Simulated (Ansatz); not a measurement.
Task: Each is relaxed and computed with the program Ansatz at the r²SCAN level (PAW). Which is the only one with a gap?
A) YGe2Ru2, I4/mmm (Y on 2a, Ge on 4e, Ru on 4d)
B) RuS2, Pa-3 (Ru on 4a, S on 8c)
C) HfGeRu, P-62m (Hf on 3g, Ge on 2c, Ge on 1b, Ru on 3f)
D) YSiRu, Pnma (Y on 4c, Si on 4c, Ru on 4c)

Result: B, RuS2, Pa-3 (Ru on 4a, S on 8c). RuS2: gap 0.89 eV (indirect); YSiRu: metal; YGe2Ru2: metal; HfGeRu: metal. Standing as an ambient phase not checked: YSiRu, Pnma (Y on 4c, Si on 4c, Ru on 4c); YGe2Ru2, I4/mmm (Y on 2a, Ge on 4e, Ru on 4d); HfGeRu, P-62m (Hf on 3g, Ge on 2c, Ge on 1b, Ru on 3f). All cells were relaxed under the symmetry of their starts (and spin orders); stability against distortions was not tested throughout. Rows with no word on spin ran without spin polarisation. Scalar-relativistic: spin–orbit coupling is off unless named, which matters more the heavier the elements.

Potentials: the earlier of the program's two PAW sets.
